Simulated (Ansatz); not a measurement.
CuI:
```yaml
crystal:
  lattice:
    - [4.35264, 3.89423, 0.00000]
    - [-4.35264, 3.89423, 0.00000]
    - [-0.00584, 0.00000, 5.23440]
  atoms:
    - { symbol: Cu, position: [0.00000, 0.00000, 0.00000] }
    - { symbol: Cu, position: [0.00000, 0.00000, 0.50000] }
    - { symbol: I, position: [0.26527, 0.26527, 0.75000] }
    - { symbol: I, position: [0.73473, 0.73473, 0.25000] }
```

Relaxed with PBE. Special points in fractions of this cell's reciprocal vectors: Γ (0.000, 0.000, 0.000); C (0.450, 0.450, 0.000); C2 (-0.450, 0.550, 0.000); Y2 (-0.500, 0.500, 0.000); M2 (-0.500, 0.500, 0.500); D (-0.450, 0.550, 0.500); D2 (0.450, 0.450, 0.500); A (0.000, 0.000, 0.500); L2 (0.000, 0.500, 0.500); V2 (0.000, 0.500, 0.000).

Q: List the band energies nearest the valence-band maximum at these points for PBE (plane waves, PAW; program Ansatz).

A: In eV from the valence-band maximum; about four levels below and three above (degenerate sets whole), none deeper than 8.9 eV; points with the same levels are listed once.

```
k                     below                above
--  -----------------------  -------------------
Γ   -1.06 -0.90 -0.57 -0.16       2.37 2.56 3.15
C   -1.03 -0.90 -0.38 -0.08       2.60 3.03 4.71
Y2  -1.03 -0.90 -0.37 -0.09       2.59 2.96 4.66
M2  -1.15 -1.15 -0.91 -0.91  3.64 3.64 5.05 5.05
D   -1.14 -1.14 -0.91 -0.91  3.55 3.55 5.02 5.02
A   -1.09 -1.09 -0.74 -0.74  3.50 3.50 4.55 4.55
L2  -1.00 -1.00 -0.78 -0.78  2.70 2.70 4.50 4.50
V2   -1.04 -0.90 -0.56 0.00       2.77 3.76 3.88
```

Space group Cmcm. The cell is a constructed one: a structure type filled with these elements; the Crystallography Open Database copy checked does not list it. It is not the phase usual at ambient conditions (space group No. 216). The cell was relaxed with PBE under the symmetry of its start; whether a distortion lowers the energy is not shown. The run is not spin-polarised. The volume moved by 32 % from the start of the relaxation. Point labels and valley counts follow the cell and symmetry of the run, lower than the named group. Scalar-relativistic: spin–orbit coupling is off unless named, which matters more the heavier the elements.

Potentials: the later of the program's two PAW sets.
